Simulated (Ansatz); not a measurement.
Mg6Cu16Si7 in space group Fm-3m (No. 225; Pearson symbol cF116), r²SCAN in the plane-wave PAW code Ansatz, all energies at zero smearing, with the estimated change up to a 700 eV cutoff added, with one set of potentials and settings (totals compare only within such a set). Cell of 29 atoms (6 Mg, 7 Si, 16 Cu): -122137.173 eV.

| element | reference phase | E (eV/atom) |
|---|---|---|
| Mg | P6_3/mmc, 2 atoms in the cell | -1926.4086 |
| Si | Fd-3m, 2 atoms in the cell | -639.0667 |
| Cu | Fm-3m, 1 atoms in the cell | -6631.2396 |

Formation energy per atom, worked out: (-122137.173 − 6×(-1926.4086) − 7×(-639.0667) − 16×(-6631.2396))/29 = -0.187 eV/atom (-18 kJ per mol of atoms), at 0 K, without zero-point energy or fitted corrections.

The first step of the workflow began from a Materials Project structure, measured or hypothetical; the Crystallography Open Database files this formula in space group No. 225, but the cells were not matched. Its standing as an ambient phase is unchecked. The cell was relaxed with r²SCAN under the symmetry of its start; its stability against distortions is not shown here. The run is not spin-polarised. The references are the lowest solids computed at this level, not always the standard phases.

Potentials: the later of the program's two PAW sets.
